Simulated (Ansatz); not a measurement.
**GeSb4Te7 and the effect of the functional**

```cif
data_structure
_symmetry_space_group_name_H-M 'P-3m1'
_symmetry_Int_Tables_number 164
_cell_length_a 4.2893
_cell_length_b 4.2893
_cell_length_c 24.6378
_cell_angle_alpha 90.000
_cell_angle_beta 90.000
_cell_angle_gamma 120.000
_cell_volume 392.56
loop_
_atom_site_label
_atom_site_type_symbol
_atom_site_symmetry_multiplicity
_atom_site_Wyckoff_symbol
_atom_site_fract_x
_atom_site_fract_y
_atom_site_fract_z
_atom_site_occupancy
Te1 Te 2 c 0.00000 0.00000 0.28102 1
Te2 Te 1 a 0.00000 0.00000 0.00000 1
Te3 Te 2 d 0.33333 0.66667 0.56861 1
Te4 Te 2 d 0.66667 0.33333 0.15027 1
Sb1 Sb 2 d 0.66667 0.33333 0.65025 1
Sb2 Sb 2 d 0.33333 0.66667 0.08110 1
Ge1 Ge 1 b 0.00000 0.00000 0.50000 1
```

The cell is a database's computed one, not the measured one.

Kept alike: task band structure; k mesh 7 × 7 × 2; occupations fermi-dirac, width 0.05 eV; no spin polarisation. Program: Ansatz, Ansatz PAW. Cutoffs run from 420 to 500 eV. The mesh is that of the run's cell of 12 atoms. No spin-orbit coupling.

```csv
functional,band gap (eV),pressure (GPa)
LDA,0.359,-2.70
PBE,0.410,0.75
PBEsol,0.369,-1.64
r2SCAN,0.517,0.00
```

Pressure is positive in compression, with a Pulay correction for the finite cutoff. Spin-orbit coupling, left out here, moves the band edges of heavy atoms and can close or invert small gaps. Gaps are the smaller of the mesh's and the band path's. All rows use potentials made for PBE.

The band gap runs from 0.359 (LDA) to 0.517 eV (r2SCAN). From PBE: LDA -0.051; PBEsol -0.041; r2SCAN +0.107. The pressure runs from -2.70 (LDA) to 0.75 GPa (PBE). From PBE: LDA -3.45; PBEsol -2.39; r2SCAN -0.75.
